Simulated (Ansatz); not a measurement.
This Cd4SeS3 structure is the end of a relaxation. The cell was found from a structure generator's guess, not taken from experiment.

Computed with DFT PBE, scalar-relativistic, plane waves, PAW (Ansatz 0.2.0). Cutoff 420 eV, Γ-centred mesh, Gaussian smearing, no spin polarisation.

```
Cd Se S
1.0
    -2.99647    2.99647    5.98915
     2.99647   -2.99647    5.98915
     2.99647    2.99647   -5.98915
Cd Se S
4 1 3
Direct
  0.88510 0.37076 0.00000
  0.37076 0.88510 0.00000
  0.11490 0.11490 0.48565
  0.62924 0.62924 0.51435
  0.50000 0.50000 0.00000
  0.75000 0.25000 0.50000
  0.25000 0.75000 0.50000
  0.00000 0.00000 0.00000
```

Formation energies are uncorrected and refer to the elements' standard structures at the same level.

Task: Find its symmetry and describe it.

Result: I-42m (No. 121), with Se and S ordered on zinc blende sites. Conventional cell: a = 5.993 Å, c = 11.978 Å. Around Cd lie 3 S at 2.57–2.58 Å and 1 Se at 2.66 Å; around Se lie 4 Cd at 2.66 Å; S on a site of symmetry -4 has 4 Cd at 2.58 Å; S on a site of symmetry -42m is surrounded by 4 Cd at 2.57 Å.

Task: What is its formation energy per atom?

Result: −0.649 eV/atom. Whether it is stable depends on the other phases of the system, which aren't compared here.

Task: Is it a metal?

Result: No, the gap on the 6×6×6 mesh is 0.89 eV.

The last run used a 6×6×6 mesh for its 8-atom cell and Gaussian smearing of 0.02 eV. Kohn–Sham gaps at this level usually fall short of measured ones. The reference forms of S and Se are held partly by dispersion forces, which this level lacks. A later test with randomly moved atoms came back to the same energy, though modes that don't fit the test's cell weren't probed.
